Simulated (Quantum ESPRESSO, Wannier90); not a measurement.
Tight-binding from DFT: ZrS$_{2}$ (CdI2 type)

```yaml
crystal:
  lattice:
    - [3.69138, 0.00000, 0.00000]
    - [-1.84569, 3.19683, 0.00000]
    - [0.00000, 0.00000, 6.04108]
  atoms:
    - { symbol: Zr, position: [0.00000, 0.00000, 0.00000] }
    - { symbol: S, position: [0.66667, 0.33333, 0.76209] }
    - { symbol: S, position: [0.33333, 0.66667, 0.23791] }
```

Cell from Materials Project (mp-1186), symmetrised, no further relaxation. Not found in the COD (Crystallography Open Database) copy used; not checked further. Method: PBEsol plane waves in Quantum ESPRESSO 7.5 (PseudoDojo norm-conserving files, 53 Ry, no spin polarisation, no spin-orbit coupling), Bloch states on a 12×12×4 mesh through Γ, Wannier90 4.0.1. Density: 12×12×6 mesh, cold smearing 0.01 Ry. The cell is built of weakly bound layers, chains or molecules, whose nearest atoms lie 3.82 Å apart. Database cells relaxed without dispersion often hold them too far apart, which can enlarge gaps and weakens couplings between them; spacing and stacking were not compared with the measured crystal.

Functional, cutoff and mesh named above are those of the base row (12×12×4); the first column says what each row takes instead. Model: 11 functions from bands 7-27, start hydrogen-like Zr: d; S: p, centres 0.05 Å off the atoms, frozen window tied to the conduction edge or Fermi level of each row, as listed, which moves Ω_I and hoppings a little by itself. Energies are relative to the valence-band maximum; the misfit is to pw.x on a path, for states up to 2.0 eV relative to the valence-band maximum. Only the mesh of Bloch states changes. The disentangled Ω_I can sit in another minimum from row to row.

```
mesh     frozen to (eV)  Ω_I (Å²)  rms misfit (meV)  k-points (cost)  rough cost of nscf and overlaps (first row = 1)
-------  --------------  --------  ----------------  ---------------  -----------------------------------------------
5×5×2              2.45     16.90               8.7               50                                              1.0
6×6×2              2.45     17.12               4.2               72                                              1.3
8×8×3              2.45     17.73               3.5              192                                                3
10×10×3            2.45     17.94               3.4              300                                                5
12×12×4            2.45     18.16               0.4              576                                                9
14×14×5            2.45     18.30               0.3              980                                               15
```
